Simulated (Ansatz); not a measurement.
## Structure search: one Zn₃Se candidate

These are results of Ansatz, DFT PBE, scalar-relativistic, plane waves, PAW, not measurements. Cutoff 420 eV, Gaussian smearing, Γ-centred meshes. Cell and atoms relax first on a coarse mesh and then on a finer one. In between, the cell is made exact in the group found at 0.06 Å. In metals the finer mesh still leaves noise of several meV/atom or more. The steps can't lower the symmetry of their start. No spin polarisation.

A trial structure of Zn₃Se was built thus: random cell by space group and Wyckoff sites (Pm-3m, No. 221). Its size is a rough estimate.

```
Zn Se
1.0
     4.36352    0.00000    0.00000
     0.00000    4.36352    0.00000
     0.00000    0.00000    4.36352
Zn Se
3 1
Direct
  0.00000 0.50000 0.50000
  0.50000 0.00000 0.50000
  0.50000 0.50000 0.00000
  0.50000 0.50000 0.50000
```

The zero of energy is the elements' standard structures at the same level; no fitted shifts are applied.

**Question.** What does it relax into?

**Answer.** The symmetry stays Pm-3m (No. 221). The end has the anti-ReO3 type. The volume per atom grows by 91.7 %, from 20.8 to 39.8 Å³. The shortest distance goes from 2.18 Å (Zn–Se) to 2.71 Å (Zn–Se). The energy falls by about 0.96 eV/atom (the start's value is from the coarse mesh). Conventional cell: a = 5.420 Å. Around Zn lie 2 Se at 2.71 Å and 8 Zn at 3.83 Å; Se has 6 Zn at 2.71 Å.

```
CELL_PARAMETERS angstrom
5.42044 0.00000 0.00000
0.00000 5.42044 0.00000
0.00000 0.00000 5.42044
ATOMIC_POSITIONS crystal
Zn 0.00000 0.50000 0.50000
Zn 0.50000 0.00000 0.50000
Zn 0.50000 0.50000 0.00000
Se 0.50000 0.50000 0.50000
```

**Question.** How does it come out in energy, and is it a metal?

**Answer.**

| Quantity | Value |
| --- | --- |
| Formation energy | +0.59 eV/atom |
| Gap on the 8×8×8 mesh of the 4-atom cell | 0 eV (a metal) |

The separate elements lie lower, so it is unstable against them.

The last run used Gaussian smearing of 0.10 eV. The reference form of Se is held partly by dispersion forces, which this level lacks. A structure relaxed within its symmetry needn't be a true minimum. Another cell of Zn3Se relaxed alike, in P6_3/mmc, lies 0.55 eV/atom lower, so this cell isn't the stable form at this level.
